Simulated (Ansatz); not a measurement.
**Step by step: YbSe, atoms shaken at random, then relaxed in the fixed cell**

The calculation used Ansatz 0.2.0, DFT, PBEsol, all-electron LAPW, scalar-relativistic.

Command: `ansatz run input.yaml --threads 1 --pin off --max-ram 3072MiB --backend cpu --events-out ev --progress --plain --runs-dir out` The run took 5.7 min on 1 thread of Arm Neoverse V1, on a shared host.

```yaml
crystal:
  lattice:
    - [0.0, 2.9335, 2.9335]
    - [2.9335, 0.0, 2.9335]
    - [2.9335, 2.9335, 0.0]
  atoms:
    - { symbol: Yb, position: [-0.01412873, 0.01380861, 0.00331706] }
    - { symbol: Se, position: [0.51107063, 0.50187155, 0.49468844] }
kpoints:
  mp_grid: { grid: [7, 7, 7] }
scf:
  occupations: { method: fermi_dirac, width: 0.05 }
hamiltonian:
  xc: pbesol
  pseudopotentials: { kind: all_electron, lapw: { basis_error: 0.001 } }
output:
  forces: true
  stress: true
relax:
  f_tol: 0.01
  max_steps: 80
```

Semilocal functionals without a Hubbard term describe localised f shells poorly; where the shell is localised, the real material differs.

Spin–orbit coupling is left out, though it moves levels of the heavy atoms by tenths of an eV or more.

The geometry is COD entry 1010894, unchecked; take it as a test cell. It is an old determination, and later ones may differ. The listed cell was then made from it by scaling, straining or moving an atom.

Each frame lists Cartesian positions (Å) and forces (eV/Å). Free energies count from the first step, -448509.4055 eV.

The walk took 4 evaluations in all; steps that aren't listed are left out.

Step 1: E = 0.0 meV

```
Yb    0.0502   -0.0317   -0.0009    -0.217   0.174   0.139
Se    2.9234    2.9504    2.9715     0.217  -0.174  -0.139
```

Step 2: E = -12.9 meV

```
Yb    0.0140   -0.0024    0.0226     0.044  -0.036  -0.029
Se    2.9597    2.9210    2.9479    -0.044   0.036   0.029
```

(1) How does the relaxation end?

Answers

(1) It converges, with a = 5.867 Å, b = 5.867 Å, c = 5.867 Å, α = 90.00°, β = 90.00°, γ = 90.00° (conventional cell, space group Fm-3m). The last solve (at the final positions) gives E = -13.5 meV:
```
Yb    0.0201   -0.0074    0.0185     0.000   0.000   0.000
Se    2.9536    2.9261    2.9520     0.000   0.000   0.000
```
